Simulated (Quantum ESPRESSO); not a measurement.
```
CaZn2As2
1.0
    4.14855     0.00000     0.00000
   -2.07428     3.59275     0.00000
    0.00000     0.00000     7.00734
Ca Zn As
1 2 2
Direct
  0.00000   0.00000   0.00000
  0.33333   0.66667   0.63047
  0.66667   0.33333   0.36953
  0.33333   0.66667   0.26049
  0.66667   0.33333   0.73951
```

The geometry is that of Materials Project entry mp-9571, symmetrised and not relaxed again.

Task: What does PBEsol (Quantum ESPRESSO, PseudoDojo norm-conserving, 84 Ry, with spin-orbit coupling) give for the electronic structure near the Fermi level?

Result: The PBEsol gap is direct, 0.29 eV at Γ.
